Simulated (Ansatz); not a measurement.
**Relaxing an invented SbO4 structure**

The calculation used Ansatz 0.2.0, DFT PBE, scalar-relativistic, plane waves, PAW. Cutoff 420 eV, Gaussian smearing, Γ-centred meshes. Cell and atoms relax first on a coarse mesh and then on a finer one. In between, the cell is made exact in the group found at 0.06 Å. In metals the finer mesh still leaves noise of several meV/atom or more. The steps can't lower the symmetry of their start. No spin polarisation.

The guess for SbO4 was made by a generator: random cell by space group and Wyckoff sites (P6/mmm, No. 191). Its size is a rough estimate.

```cif
data_structure
_symmetry_space_group_name_H-M 'P6/mmm'
_symmetry_Int_Tables_number 191
_cell_length_a 4.0505
_cell_length_b 4.0505
_cell_length_c 5.6473
_cell_angle_alpha 90.000
_cell_angle_beta 90.000
_cell_angle_gamma 120.000
_cell_volume 80.24
loop_
_atom_site_label
_atom_site_type_symbol
_atom_site_symmetry_multiplicity
_atom_site_Wyckoff_symbol
_atom_site_fract_x
_atom_site_fract_y
_atom_site_fract_z
_atom_site_occupancy
Sb1 Sb 1 b 0.00000 0.00000 0.50000 1
O1 O 2 e 0.00000 0.00000 0.20276 1
O2 O 2 c 0.33333 0.66667 0.00000 1
```

Energies over the elements count from the elements' standard structures at the same level (O₂ as a molecule), with no fitted energy shifts.

Question: Which structure results?

Answer: The symmetry stays P6/mmm (No. 191). The volume per atom grows by 8.0 %, from 16.0 to 17.3 Å³. The shortest distance goes from 1.68 Å (Sb–O) to 1.82 Å (O–O). The ratio c/a of the conventional cell changes by a factor of 2.28. The energy falls by about 0.70 eV/atom (the start's value is from the coarse mesh). Conventional cell: a = 3.159 Å, c = 10.027 Å. Sb is surrounded by 2 O at 1.85 Å; O on a site of symmetry 6mm is surrounded by 1 Sb at 1.85 Å; around O on a site of symmetry -6m2 lie 3 O at 1.82 Å.

```yaml
crystal:
  lattice:
    - [3.15919, 0.00000, 0.00000]
    - [-1.57959, 2.73594, 0.00000]
    - [0.00000, 0.00000, 10.02738]
  atoms:
    - { symbol: Sb, position: [0.00000, 0.00000, 0.50000] }
    - { symbol: O, position: [0.00000, 0.00000, 0.31594] }
    - { symbol: O, position: [0.00000, 0.00000, 0.68406] }
    - { symbol: O, position: [0.33333, 0.66667, 0.00000] }
    - { symbol: O, position: [0.66667, 0.33333, 0.00000] }
```

Question: How does it come out in energy, and is it a metal?

Answer:

* Formation energy: +0.99 eV/atom
* Gap on the 12×12×4 mesh of the 5-atom cell: 0 eV (a metal)

A positive value: parting into the elements would lower its energy.

The last run used Gaussian smearing of 0.10 eV. Weakly bound directions are ill-defined at this level, which has no dispersion term. Spin–orbit coupling, which can matter for Sb, is left out. An odd number of electrons in the primitive cell allows no gap without spin; a larger cell or a magnetic state could open one. The cell is a metal run without spin; a magnetic state may lie lower. Symmetry constrained the relaxation, so the result can be a saddle point. In all, the 4 runs took 2.6 min on 1 thread of Intel(R) Xeon(R) Platinum 8488C (Sapphire Rapids) (shared host). Another cell of SbO4 relaxed alike, in P6/mmm, lies 0.93 eV/atom lower, so this cell isn't the stable form at this level.
